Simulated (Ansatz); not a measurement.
The relaxed structure here is a generated cell of BeAu: the first start was made by placing the elements on the sites of a structure type, and the end was not matched to a known phase here, so it may be hypothetical.

One starting cell of BeAu (a generated trial cell of BeAu in the AFLOW prototype AB_oI4_44_a_b (as in GaAs)) was relaxed twice with Ansatz (plane waves, PAW, scalar-relativistic): with PBEsol at 420 eV and with PBE at 420 eV. The PBEsol result:

```yaml
crystal:
  lattice:
    - [-1.34292, 2.00947, 2.54604]
    - [1.34292, -2.00947, 2.54604]
    - [1.34292, 2.00947, -2.54604]
  atoms:
    - { symbol: Au, position: [0.00000, 0.00000, 0.00000] }
    - { symbol: Be, position: [0.50000, 0.50000, 0.00000] }
```

```
quantity                          PBEsol   PBE
--------------------------------  ------  ----
space group                         Immm  Immm
volume (Å³/atom)                   13.74   [?]
a (Å)                              2.686   [?]
b (Å)                              4.019   [?]
c (Å)                              5.092   [?]
gap (eV, no spin-orbit coupling)    0.00   [?]
```

Q: What does PBE give for the same quantities?

A: 
- volume (Å³/atom), PBE: 14.36
- a (Å), PBE: 2.719
- b (Å), PBE: 4.021
- c (Å), PBE: 5.255
- gap (eV, no spin-orbit coupling), PBE: 0.00

Both levels end in the same structure; PBE's volume is 4.5 % larger. Neither column is exact.

No spin polarisation in the result.

The run could not lower the symmetry of its start; a shaken copy of this end point relaxes with PBEsol to C2/m (No. 12), 0.22 eV/atom lower.

Ansatz is a first-principles code.
